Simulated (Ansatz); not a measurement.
Bi:
```
CELL_PARAMETERS angstrom
      2.31583    -2.25521     0.00000
      2.31583     2.25521     0.00000
      0.00000     0.00000     6.35851
ATOMIC_POSITIONS crystal
  Bi 0.56076 0.43924 0.75000
  Bi 0.43924 0.56076 0.25000
```

Relaxed with PBEsol.

Q: Which orbitals make up the states near the Fermi level in the program Ansatz at the PBEsol level (PAW)?

A: Within 0.5 eV of the Fermi level: Bi 6p 91 %, Bi 6s 7 %. Projections are on Löwdin-orthogonalised atomic valence shells; empty p or d shells of many metals are not among them.

Q: Tabulate the density of states.

A: States/eV per cell of 2 atoms, in 0.25 eV bins, energy from the Fermi level.

```csv
E (eV),total,Bi 6p,Bi 6s
-7.85,0.11,0.01,0.10
-7.60,0.05,0.00,0.04
-7.35,0.00,0.00,0.00
-7.10,0.00,0.00,0.00
-6.85,0.00,0.00,0.00
-6.60,0.00,0.00,0.00
-6.35,0.00,0.00,0.00
-6.10,0.00,0.00,0.00
-5.85,0.00,0.00,0.00
-5.60,0.00,0.00,0.00
-5.35,0.00,0.00,0.00
-5.10,0.03,0.03,0.00
-4.85,0.34,0.34,0.00
-4.60,0.53,0.52,0.01
-4.35,0.67,0.65,0.01
-4.10,0.82,0.79,0.02
-3.85,1.01,0.97,0.03
-3.60,1.07,1.03,0.03
-3.35,1.33,1.28,0.04
-3.10,1.59,1.52,0.05
-2.85,1.57,1.50,0.06
-2.60,1.61,1.53,0.07
-2.35,1.60,1.51,0.08
-2.10,1.55,1.45,0.08
-1.85,1.45,1.35,0.08
-1.60,1.49,1.38,0.09
-1.35,1.42,1.31,0.09
-1.10,1.30,1.19,0.09
-0.85,1.20,1.09,0.08
-0.60,1.16,1.05,0.08
-0.35,1.15,1.04,0.08
-0.10,1.10,1.00,0.08
0.15,1.07,0.97,0.07
0.40,1.07,0.97,0.07
0.65,1.07,0.97,0.07
0.90,1.05,0.95,0.06
1.15,1.02,0.93,0.06
1.40,1.02,0.93,0.06
1.65,1.02,0.93,0.05
1.90,1.05,0.96,0.05
2.15,1.08,0.98,0.04
2.40,1.37,1.15,0.04
2.65,1.33,1.09,0.04
2.90,1.34,1.09,0.03
3.15,1.48,1.16,0.03
3.40,1.59,1.26,0.02
3.65,1.62,1.25,0.02
3.90,1.38,1.08,0.01
4.15,1.29,0.91,0.01
4.40,1.32,0.83,0.01
4.65,1.25,0.73,0.01
```

Space group Cmcm. The first step of the workflow began from a Materials Project structure, measured or hypothetical; the Crystallography Open Database copy checked does not list it. It is not the phase usual at ambient conditions (space group No. 166). The cell was relaxed with PBEsol under the symmetry of its start; whether a distortion lowers the energy is not shown. Spin–orbit coupling is left out wherever it is not named.

Potentials: the later of the program's two PAW sets.
